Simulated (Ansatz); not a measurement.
Al₂Os:
```
CELL_PARAMETERS angstrom
     -1.57788     1.57788     4.14822
      1.57788    -1.57788     4.14822
      1.57788     1.57788    -4.14822
ATOMIC_POSITIONS crystal
  Al 0.33852 0.33852 0.00000
  Al 0.66148 0.66148 0.00000
  Os 0.00000 0.00000 0.00000
```

The program Ansatz at the PBEsol level (PAW) gives a gap of 0.27 eV without spin–orbit coupling, maximum on the Γ–X line, 44 % of the way from Γ, minimum on the G–M line, 26 % of the way from G.

Question: What happens when spin–orbit coupling is switched on?

Answer: The gap grows by 0.07 eV, to 0.34 eV; maximum on the Γ–X line, 44 % of the way from Γ, minimum on the G–M line, 26 % of the way from G. The small gap may have closed and reopened with inverted band order, as semilocal functionals often give for heavy narrow-gap crystals.

Space group I4/mmm (MoSi2 or CaC2 type). The workflow started from a Materials Project entry (that database holds measured and hypothetical structures alike); the Crystallography Open Database copy checked does not list it. Its standing as an ambient phase is unchecked. Symmetry was held in the PBEsol relaxation; its stability against distortions is not shown here. The run is not spin-polarised.

Potentials: the later of the program's two PAW sets.
